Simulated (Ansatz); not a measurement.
Relaxed Y (hcp, Mg type):

```
Y
1.0
    7.31136     0.00000     0.00000
   -1.82784     3.16591     0.00000
    3.65568     0.00000     5.67880
Y
4
Direct
  0.79167   0.66667   0.75000
  0.29167   0.66667   0.75000
  0.20833   0.33333   0.25000
  0.70833   0.33333   0.25000
```

The atoms are displaced by Q × the pattern below (from a DFPT mode at L = (0.5, 0.0, 0.5), largest move 1; Q in Å), at fixed cell. It is one choice among 2 degenerate patterns. (q is in reciprocal vectors of the primitive cell; the cell shown is doubled to hold the pattern.)

```tsv
atom	x	y	z
Y1	-0.109	-0.063	0.446
Y2	0.109	0.063	-0.446
Y3	0.865	0.499	-0.056
Y4	-0.865	-0.499	0.056
```

Method: PBE (plane waves to 420 eV, PAW, scalar-relativistic; Ansatz, a quantum-chemistry and plane-wave program). k mesh 15×15×15 (Γ-centred), Fermi-Dirac smearing 0.05 eV. E stands for the smeared free energy. With partly filled bands, energies and forces of such displacements shift with the k mesh and the smearing. The PAW data are Ansatz's earlier set. Y is run without spin polarisation. Y was relaxed with its symmetry unable to fall. ΔE is measured from the undisplaced structure.

Task: Give the computed ΔE (meV/cell) at Q (Å) = -0.120, -0.090, 0.120, 0.150, 0.180.

Result: 
```
Q (Å)   ΔE (meV/cell)
------  -------------
-0.120            104
-0.090             58
0.120             104
0.150             165
0.180             241
```

(A displaced cell: forces are minus the slopes of the energy, force constants its curvatures, and phonons follow from these.)
